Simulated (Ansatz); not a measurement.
Given:

WC:
```cif
data_CW
_chemical_formula_sum 'W1 C1'
_space_group_name_H-M_alt 'P-6m2'
_space_group_IT_number 187
_space_group_name_Hall 'P -6 2'
_cell_length_a 2.89863
_cell_length_b 2.89863
_cell_length_c 2.82747
_cell_angle_alpha 90.000
_cell_angle_beta 90.000
_cell_angle_gamma 120.000
loop_
_atom_site_label
_atom_site_type_symbol
_atom_site_symmetry_multiplicity
_atom_site_Wyckoff_symbol
_atom_site_fract_x
_atom_site_fract_y
_atom_site_fract_z
_atom_site_occupancy
W1 W 1 a 0.00000 0.00000 0.00000 1
C1 C 1 f 0.66667 0.33333 0.50000 1
```

This is the PBEsol-relaxed structure.

Problem. All from PBEsol (plane waves, PAW; program Ansatz), unless another level is named. Give the electronic character.

Solution. metallic (no gap).

Problem. What about the density of states at the Fermi level?

Solution. 0.15 states/eV per atom (mean over ±0.08 eV).

Problem. And the gap with spin–orbit coupling?

Solution. none (metallic).

The PBEsol relaxation kept the symmetry of its start; of distortions, only those at the zone centre were tested. The run is not spin-polarised. Spin–orbit coupling is left out wherever it is not named.

Potentials: the earlier of the program's two PAW sets.
